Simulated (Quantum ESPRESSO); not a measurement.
Al in BP: quadrupolar couplings

Host, cell and atoms relaxed with PBE and no dispersion term (field gradients by the PAW reconstruction of the field gradient on a scalar-relativistic PBE ground state (a modified build of Quantum ESPRESSO, JTH datasets), 20 Ha, k-mesh 5×5×5 through Γ):

```
site                  site symmetry  Vzz (a.u.)  η_Q  ∣C_Q∣ (MHz)
--------------------  -------------  ----------  ---  -----------
B (atoms 1, 3, 5, 7)           -43m           0    –      0 (¹¹B)
P (atoms 2, 4, 6, 8)           -43m           0    –            –
```

Its cell: a = b = c = 4.547 Å, α = β = γ = 90.00°.

Changed cell (atom 1 is the new one; 20 Ha, k-mesh 5×5×5 through Γ):

```
CELL_PARAMETERS angstrom
      4.81457     0.00000     0.00000
      0.00000     4.81457     0.00000
      0.00000     0.00000     4.81457
ATOMIC_POSITIONS crystal
  Al 0.00000 0.00000 0.00000
  P  0.26846 0.26846 0.73154
  B  0.00000 0.50000 0.50000
  P  0.26846 0.73154 0.26846
  B  0.50000 0.00000 0.50000
  P  0.73154 0.26846 0.26846
  B  0.50000 0.50000 0.00000
  P  0.73154 0.73154 0.73154
```
The cell was made here from a computed Materials Project entry: one of 4 B replaced by Al, cell and atoms relaxed (PBE without dispersion, pw.x of Quantum ESPRESSO, symmetry kept). The parent is BP in F-43m. The swapped cell is a model, not a known phase. Stability against distortions was not tested.

Quadrupole moments taken as inputs (sizes, barn, from the tables of PySCF and pymatgen): ¹¹B 0.0406, ²⁷Al 0.1466.

Principal values are ordered |Vxx| ≤ |Vyy| ≤ |Vzz|, η = (Vxx − Vyy)/Vzz, and C_Q = eQVzz/h is given by its size. Cores are frozen. P had no test against all-electron runs.

What do the sites of the changed cell show?


```tsv
site	distance to atom 1 (Å)	Vzz (a.u.)	η_Q	∣C_Q∣ (MHz)
Al (atom 1)	–	0	–	0
P (atoms 2, 4, 6, 8)	2.24	-0.679	0.00	–
B (atoms 3, 5, 7)	3.40	under 0.02	–	under 0.19
```
The swap repeats in every cell, so this is an ordered compound and not a dilute impurity.
